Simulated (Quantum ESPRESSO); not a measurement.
```cif
data_Cl24Cs8K4Y4
_chemical_formula_sum 'Cl24 K4 Y4 Cs8'
_space_group_name_H-M_alt 'Fm-3m'
_space_group_IT_number 225
_space_group_name_Hall '-F 4 2 3'
_cell_length_a 11.35493
_cell_length_b 11.35493
_cell_length_c 11.35493
_cell_angle_alpha 90.000
_cell_angle_beta 90.000
_cell_angle_gamma 90.000
loop_
_atom_site_label
_atom_site_type_symbol
_atom_site_symmetry_multiplicity
_atom_site_Wyckoff_symbol
_atom_site_fract_x
_atom_site_fract_y
_atom_site_fract_z
_atom_site_occupancy
Cl1 Cl 24 e 0.00000 0.00000 0.23292 1
K1 K 4 b 0.50000 0.50000 0.50000 1
Y1 Y 4 a 0.00000 0.00000 0.00000 1
Cs1 Cs 8 c 0.25000 0.25000 0.25000 1
```
(The calculation used a cell of 10 atoms; values per cell refer to that cell.)

The geometry is that of Materials Project entry mp-1112690, symmetrised and not relaxed again.

### Question
What does norm-conserving PBEsol (Quantum ESPRESSO, 74 Ry, scalar-relativistic) give for the electronic structure near the Fermi level?

### Answer
The PBEsol gap is direct, 4.96 eV at Γ. Another valence extremum on the path lies within 0.02 eV, too close to call. 

The structure is a Materials Project entry; no match was found in the copy of COD used, and its stability was not checked.
